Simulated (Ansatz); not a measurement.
Consider the following.

ZnBr2:
```yaml
crystal:
  lattice:
    - [1.86924, 1.07920, 6.29080]
    - [-1.86924, 1.07920, 6.29080]
    - [0.00000, -2.15841, 6.29080]
  atoms:
    - { symbol: Zn, position: [0.00000, 0.00000, 0.00000] }
    - { symbol: Br, position: [0.25526, 0.25526, 0.25526] }
    - { symbol: Br, position: [0.74474, 0.74474, 0.74474] }
```

This is the r²SCAN+D4-relaxed structure. x, y and z are the axes in which the lattice vectors are written.

Problem. All from r²SCAN+D4 (plane waves, PAW; program Ansatz), unless another level is named. Predict the smallest direct gap on the standard path.

Solution. 3.88 eV.

Problem. And the formation energy from the elements (no fitted shifts)?

Solution. -0.97 eV/atom.

Problem. Predict the electron effective mass with spin–orbit coupling.

Solution. 0.36, 0.51, 0.78 mₑ (principal values).

Problem. Next, the hole effective mass?

Solution. 0.41, 3.3, 4.2 mₑ (principal values).

Problem. And the band gap?

Solution. 3.72 eV (indirect).

Problem. What about the valence-band maximum?

Solution. off the standard path, at k = (0.292, 0.427, 0.427) in fractions of the reciprocal vectors.

Space group R-3m. The workflow started from an entry of the Crystallography Open Database (COD), which files this formula under 2 space groups. Its standing as an ambient phase is unchecked. The r²SCAN+D4 relaxation kept the symmetry of its start; its stability against distortions is not shown here. The references are the lowest solids computed at this level, not always the standard phases. Scalar-relativistic: spin–orbit coupling is off unless named, which matters more the heavier the elements.

Potentials: the later of the program's two PAW sets.
